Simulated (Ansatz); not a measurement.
Ansatz input file:

```yaml
crystal:
  lattice:
    - [3.154937115, 0.0, 0.0]
    - [-1.5774685575, 2.732255689, 0.0]
    - [0.0, 0.0, 14.2566885968]
  atoms:
    - { symbol: W, position: [0.3333333333, 0.6666666667, 0.25] }
    - { symbol: W, position: [0.6666666667, 0.3333333333, 0.75] }
    - { symbol: S, position: [0.3333333333, 0.6666666667, 0.6409833606] }
    - { symbol: S, position: [0.6666666667, 0.3333333333, 0.1409833606] }
    - { symbol: S, position: [0.3333333333, 0.6666666667, 0.8590166394] }
    - { symbol: S, position: [0.6666666667, 0.3333333333, 0.3590166394] }
basis:
  ecutwfc: 420
kpoints:
  mp_grid: { grid: [12, 12, 2] }
hamiltonian:
  xc: pbe
scf:
  occupations: { method: gaussian, width: 0.02 }
output:
  forces: true
  stress: true
  eigenvalues: true
  write_density: true
  write_potential: true
  elf: true
  volumetric_format: npy
relax:
  adjacent_minimum: "off"
  f_tol: 0.01
  max_steps: 30
  cell: { stress_tol: 0.1, fix: [volume] }
```

Command:
```bash
ansatz run input.yaml --threads 2 --pin off --max-ram 5120MiB --backend cpu --events-out ev --progress --plain --runs-dir out
```

Computed with DFT PBE, scalar-relativistic, plane waves, PAW in Ansatz 0.2.0.

Abridged output:

```
Pseudopotentials: kind: paw
Pseudopotential: W, paw, valence charge 14, recommended cutoff 420 eV (normal)
Pseudopotential: S, paw, valence charge 6, recommended cutoff 420 eV (normal)
Functional definition: PBE
Crystal: 6 atoms, lattice volume = 122.894 Å³
Basis set: ecut = 420 eV, 2387 PW (Γ), exchange–correlation on 48×48×192 points (8 copies of the dense FFT grid, shifted against one another)
Bands: 32, of which v1, the nominal top of the filled ones, is band 26 counted from 1 (25 counted from 0)
Symmetry: 24 space group operations
Space group: P63/mmc (ITA 194), of the structure as read, at distance tolerance 5.0e-5 Å
k-points: 38 of 288
Initial density: superposition of atomic densities (neutral atoms: chi_scale 0, normalization atom), corrected by the library's trained network
Initial wavefunctions: pseudopotential atomic-orbital guess
Functional: x = pbe(κ = 0.804, μ = 0.21951497), c = pbe(β = 0.06672455)
SCF iter   1: F=—  HF=-24382.826288 eV  |F-HF|=—  |Δ(HF+E_count)|=         —  Δρ=5.82e-3  dr2=7.29e-2  ethr=1.77e-3  ⟨swp⟩=7.3  Hψ=5919  notcnv=0
SCF iter   2: F=—  HF=-24382.822884 eV  |F-HF|=—  |Δ(HF+E_count)|=   3.40e-3  Δρ=2.85e-3  dr2=5.90e-3  ethr=1.40e-4  ⟨swp⟩=2.5  Hψ=2012  notcnv=0  defer=58
SCF iter   3: F=—  HF=-24382.826006 eV  |F-HF|=—  |Δ(HF+E_count)|=   3.12e-3  Δρ=1.39e-3  dr2=1.93e-3  ethr=1.13e-5  ⟨swp⟩=2.1  Hψ=1827  notcnv=0  defer=58
SCF iter   4: F=—  HF=-24382.827373 eV  |F-HF|=—  |Δ(HF+E_count)|=   1.37e-3  Δρ=1.89e-4  dr2=9.62e-5  ethr=3.72e-6  ⟨swp⟩=2.0  Hψ=1834  notcnv=0  defer=58
SCF iter   5: F=—  HF=-24382.827338 eV  |F-HF|=—  |Δ(HF+E_count)|=   3.42e-5  Δρ=6.49e-5  dr2=1.22e-5  ethr=1.85e-7  ⟨swp⟩=2.0  Hψ=1824  notcnv=0  defer=58
SCF iter   6: F=—  HF=-24382.827343 eV  |F-HF|=—  |Δ(HF+E_count)|=   4.96e-6  Δρ=2.09e-5  dr2=8.07e-7  ethr=2.35e-8  ⟨swp⟩=2.0  Hψ=1685  notcnv=0  defer=58
SCF iter   7: F=-24382.827344 eV  HF=-24382.827344 eV  |F-HF|=4.26e-8  |Δ(HF+E_count)|=   1.14e-6  Δρ=4.16e-6  dr2=2.71e-8  ethr=1.92e-10  ⟨swp⟩=15.9  Hψ=10432  notcnv=0
SCF 1 converged in 7 iterations: F = -24382.827344 eV  dr2 = 2.71e-8
relax step   1: F+E_penalty+E_count = -24382.82734445 eV  Δ(F+E_penalty+E_count) = +0.000e0 eV  max|allowed force component| = 5.791e-1 eV/Å  Δτ_max = 0.0000 Å  P = +4.554 GPa  Ω = 122.894 Å³  fix = [volume]  reactions: volume +4.554 GPa (7 SCF iters, dr2 threshold 1.00e-7 eV, accepted)
Basis set: ecut = 420 eV, 2423 PW (Γ), exchange–correlation on 48×48×192 points (8 copies of the dense FFT grid, shifted against one another)
Initial density: handed on by an earlier stage of this run
Initial wavefunctions: those handed on with the density
SCF iter   1: F=—  HF=-24382.884190 eV  |F-HF|=—  |Δ(HF+E_count)|=         —  Δρ=4.78e-3  dr2=4.66e-2  ethr=8.31e-5  ⟨swp⟩=2.0  Hψ=6909  notcnv=0
SCF iter   2: F=—  HF=-24382.877180 eV  |F-HF|=—  |Δ(HF+E_count)|=   7.01e-3  Δρ=2.10e-3  dr2=3.80e-3  ethr=8.31e-5  ⟨swp⟩=2.5  Hψ=1803  notcnv=0
SCF iter   3: F=—  HF=-24382.876566 eV  |F-HF|=—  |Δ(HF+E_count)|=   6.14e-4  Δρ=1.14e-3  dr2=1.26e-3  ethr=7.31e-6  ⟨swp⟩=2.5  Hψ=1829  notcnv=0
SCF iter   4: F=—  HF=-24382.876455 eV  |F-HF|=—  |Δ(HF+E_count)|=   1.11e-4  Δρ=1.38e-4  dr2=4.93e-5  ethr=2.42e-6  ⟨swp⟩=2.2  Hψ=1870  notcnv=0
SCF iter   5: F=—  HF=-24382.876553 eV  |F-HF|=—  |Δ(HF+E_count)|=   9.81e-5  Δρ=3.11e-5  dr2=3.58e-6  ethr=9.48e-8  ⟨swp⟩=2.0  Hψ=1759  notcnv=0
SCF iter   6: F=-24382.876557 eV  HF=-24382.876556 eV  |F-HF|=2.82e-7  |Δ(HF+E_count)|=   3.22e-6  Δρ=9.34e-6  dr2=1.85e-7  ethr=1.15e-9  ⟨swp⟩=13.0  Hψ=10318  notcnv=0
SCF 2 converged in 6 iterations: F = -24382.876557 eV  dr2 = 1.85e-7
relax step   2: F+E_penalty+E_count = -24382.87655672 eV  Δ(F+E_penalty+E_count) = -4.921e-2 eV  max|allowed force component| = 1.354e-1 eV/Å  Δτ_max = 0.0577 Å  P = -0.619 GPa  Ω = 122.894 Å³  energy of the carried Pulay correction = -9.690e-18 eV  fix = [volume]  reactions: volume -0.619 GPa (6 SCF iters, dr2 threshold 6.00e-7 eV, accepted)
SCF iter   1: F=—  HF=-24382.878736 eV  |F-HF|=—  |Δ(HF+E_count)|=         —  Δρ=6.62e-4  dr2=7.15e-4  ethr=1.43e-6  ⟨swp⟩=2.5  Hψ=6223  notcnv=0
SCF iter   2: F=—  HF=-24382.878617 eV  |F-HF|=—  |Δ(HF+E_count)|=   1.18e-4  Δρ=2.98e-4  dr2=8.90e-5  ethr=1.38e-6  ⟨swp⟩=2.0  Hψ=1511  notcnv=0
SCF iter   3: F=—  HF=-24382.878631 eV  |F-HF|=—  |Δ(HF+E_count)|=   1.40e-5  Δρ=1.60e-4  dr2=2.88e-5  ethr=1.71e-7  ⟨swp⟩=2.2  Hψ=1758  notcnv=0
SCF iter   4: F=—  HF=-24382.878626 eV  |F-HF|=—  |Δ(HF+E_count)|=   5.58e-6  Δρ=2.35e-5  dr2=1.62e-6  ethr=5.55e-8  ⟨swp⟩=2.0  Hψ=1844  notcnv=0
SCF iter   5: F=-24382.878626 eV  HF=-24382.878626 eV  |F-HF|=2.68e-8  |Δ(HF+E_count)|=   1.02e-7  Δρ=5.53e-6  dr2=8.72e-8  ethr=1.15e-9  ⟨swp⟩=11.7  Hψ=9909  notcnv=0
SCF 3 converged in 5 iterations: F = -24382.878626 eV  dr2 = 8.72e-8
relax step   3: F+E_penalty+E_count = -24382.87862604 eV  Δ(F+E_penalty+E_count) = -2.069e-3 eV  max|allowed force component| = 9.478e-3 eV/Å  Δτ_max = 0.0086 Å  P = +0.130 GPa  Ω = 122.894 Å³  fix = [volume]  reactions: volume +0.130 GPa (5 SCF iters, dr2 threshold 6.00e-7 eV, accepted)
SCF iter   1: F=—  HF=-24382.878725 eV  |F-HF|=—  |Δ(HF+E_count)|=         —  Δρ=2.19e-4  dr2=1.30e-4  ethr=3.27e-7  ⟨swp⟩=3.0  Hψ=6806  notcnv=0
SCF iter   2: F=—  HF=-24382.878708 eV  |F-HF|=—  |Δ(HF+E_count)|=   1.64e-5  Δρ=1.06e-4  dr2=1.03e-5  ethr=2.49e-7  ⟨swp⟩=2.0  Hψ=1527  notcnv=0
SCF iter   3: F=—  HF=-24382.878731 eV  |F-HF|=—  |Δ(HF+E_count)|=   2.29e-5  Δρ=5.34e-5  dr2=3.44e-6  ethr=1.98e-8  ⟨swp⟩=2.2  Hψ=1798  notcnv=0
SCF iter   4: F=-24382.878731 eV  HF=-24382.878731 eV  |F-HF|=6.40e-8  |Δ(HF+E_count)|=   6.25e-9  Δρ=6.96e-6  dr2=6.02e-8  ethr=1.29e-10  ⟨swp⟩=9.2  Hψ=9653  notcnv=0
SCF 4 converged in 4 iterations: F = -24382.878731 eV  dr2 = 6.02e-8
relax step   4: F+E_penalty+E_count = -24382.87873135 eV  Δ(F+E_penalty+E_count) = -1.053e-4 eV  max|allowed force component| = 1.544e-3 eV/Å  Δτ_max = 0.0016 Å  P = +0.253 GPa  Ω = 122.894 Å³  energy of the carried Pulay correction = -9.690e-18 eV  fix = [volume]  reactions: volume +0.253 GPa (4 SCF iters, dr2 threshold 6.70e-8 eV, accepted)
Initial wavefunctions: pseudopotential atomic-orbital guess (no wavefunctions were taken with the density)
SCF iter   1: F=—  HF=-24382.878623 eV  |F-HF|=—  |Δ(HF+E_count)|=         —  Δρ=6.95e-5  dr2=2.83e-7  ethr=2.80e-7  ⟨swp⟩=4.0  Hψ=9235  notcnv=0
SCF iter   2: F=—  HF=-24382.878725 eV  |F-HF|=—  |Δ(HF+E_count)|=   1.02e-4  Δρ=3.55e-5  dr2=8.42e-8  ethr=5.44e-10  ⟨swp⟩=2.9  Hψ=2456  notcnv=0
SCF iter   3: F=—  HF=-24382.878751 eV  |F-HF|=—  |Δ(HF+E_count)|=   2.65e-5  Δρ=3.41e-6  dr2=2.90e-8  ethr=1.62e-10  ⟨swp⟩=2.1  Hψ=1800  notcnv=0
SCF iter   4: F=—  HF=-24382.878751 eV  |F-HF|=—  |Δ(HF+E_count)|=   9.58e-9  Δρ=1.49e-6  dr2=2.26e-9  ethr=5.57e-11  ⟨swp⟩=2.0  Hψ=1546  notcnv=0
SCF iter   5: F=—  HF=-24382.878751 eV  |F-HF|=—  |Δ(HF+E_count)|=   3.26e-8  Δρ=3.71e-7  dr2=2.66e-10  ethr=4.35e-12  ⟨swp⟩=2.0  Hψ=1802  notcnv=0
SCF iter   6: F=-24382.878751 eV  HF=-24382.878751 eV  |F-HF|=2.18e-11  |Δ(HF+E_count)|=   1.02e-9  Δρ=1.12e-7  dr2=1.84e-11  ethr=1.00e-12  ⟨swp⟩=7.3  Hψ=6465  notcnv=0
SCF 5 converged in 6 iterations: F = -24382.878751 eV  dr2 = 1.84e-11
SCF converged after 6 iterations
Free energy (F): -24382.878751 eV
Harris-Foulkes:  -24382.878751 eV  (|F-HF|=2.18e-11)
Internal energy: -24382.878751 eV  (E = F + TS)
E sigma→0 (E₀):  -24382.878751 eV
Fermi energy:    9.893136 eV
--- Per-component energies (eV) ---
  E_band       = -487.485969
  E_kinetic    = 1330.308467
  E_local      = -4711.189223  (includes V_loc(G=0)·N_el)
  E_nonlocal   = 114.516897
  E_hartree    = 1938.888954
  E_xc         = -923.428270
  E_vxc        = -828.845098  (∫ρ·V_xc dr)
  E_paw        = -19526.127180  (= ΣΔE_a)
  E_vpaw       = -270.055018  (= ΣTr[D̂ρ^β])
  E_aug_tail   = -0.000119  (compensation charges beyond the density's cutoff)
  E_ewald      = -2605.848279
  E_smearing   =  0.000000  (= −TS)
--- Forces (eV/Å), atoms counted from 1 ---
  atom   1  W      0.00000000     0.00000000     0.00000000
  atom   2  W      0.00000000     0.00000000     0.00000000
  atom   3  S      0.00000000     0.00000000     0.00160222
  atom   4  S      0.00000000     0.00000000     0.00160222
  atom   5  S      0.00000000     0.00000000    -0.00160222
  atom   6  S      0.00000000     0.00000000    -0.00160222
--- Stress (GPa, compression-positive) ---
        0.281472       0.000000       0.000000
        0.000000       0.281472       0.000000
        0.000000       0.000000       0.191708
  P = ⅓ Tr σ = 0.2516 GPa (2.516 kbar)
--- Band table (eV; the first three rows and the last of 38) ---
  k-point 0: bands = ["-65.1136", "-65.1136", "-29.3879", "-29.3879", "-29.2369", "-29.2369", "-29.2369", "-29.2369", "-5.9091", "-5.8686", "-4.3080", "-4.2247", "2.3657", "2.6768", "6.0096", "6.0096", "6.0114", "6.0114", "6.2923", "7.2329", "7.2329", "7.2342", "7.2399", "7.2399", "8.5190", "9.1334", "11.7242", "11.7242", "11.7263", "11.7263", "11.8568", "11.8568"]
  k-point 1: bands = ["-65.1136", "-65.1136", "-29.3879", "-29.3879", "-29.2369", "-29.2369", "-29.2369", "-29.2369", "-5.8893", "-5.8893", "-4.2661", "-4.2661", "2.5130", "2.5130", "6.0105", "6.0105", "6.0105", "6.0105", "6.7055", "6.7055", "7.2364", "7.2364", "7.2364", "7.2364", "8.8937", "8.8937", "11.7249", "11.7249", "11.7249", "11.7249", "11.8721", "11.8721"]
  k-point 2: bands = ["-65.1125", "-65.1125", "-29.3839", "-29.3838", "-29.2595", "-29.2595", "-29.2422", "-29.2421", "-5.7954", "-5.7550", "-4.2646", "-4.1841", "2.5023", "2.8133", "5.7118", "5.7153", "6.0366", "6.1205", "6.1233", "6.5809", "7.0538", "7.0617", "7.3139", "7.6607", "8.5038", "9.0096", "11.5452", "11.6121", "11.6542", "11.6942", "11.7531", "11.7882"]
  k-point 37: bands = ["-65.0950", "-65.0950", "-29.4828", "-29.4828", "-29.4502", "-29.4502", "-29.3194", "-29.3194", "-3.4712", "-3.4712", "-3.3599", "-3.3599", "3.1152", "3.1152", "3.5144", "3.5144", "4.3830", "4.3830", "4.9554", "4.9554", "5.6248", "5.6248", "6.4705", "6.4705", "8.8448", "8.8448", "10.6668", "10.6668", "12.1624", "12.1624", "12.8482", "12.8482"]
--- Relaxed structure (4 steps of the walk, 4 accepted, 1 SCFs on fresh bases) ---
  F+E_penalty+E_count = -24382.87875147 eV   max|allowed force component| = 1.602e-3 eV/Å   (the final SCF, on the basis selected at the relaxed cell)
  cell:  # Å, volume = 122.8940 Å³
    - [3.18485941, 0.0, 0.0]
    - [-1.59242970, 2.75816916, 0.0]
    - [0.0, 0.0, 13.99005894]
  atoms:
    - { symbol: W, position: [0.33333333, 0.66666666, 0.25000000] }
    - { symbol: W, position: [0.66666666, 0.33333333, 0.75] }
    - { symbol: S, position: [0.33333333, 0.66666666, 0.63764904] }
    - { symbol: S, position: [0.66666666, 0.33333333, 0.13764904] }
    - { symbol: S, position: [0.33333333, 0.66666666, 0.86235095] }
    - { symbol: S, position: [0.66666666, 0.33333333, 0.36235095] }
```

The relaxation met its thresholds.

Time: 14 s on 2 threads of Intel(R) Xeon(R) 6975P-C (Granite Rapids), with other jobs on the host, peak memory 0.52 GiB.

Spin–orbit coupling is left out, which can shift energies with elements as heavy as these. The cell holds layers, and where no dispersion correction was added their binding is poorly described.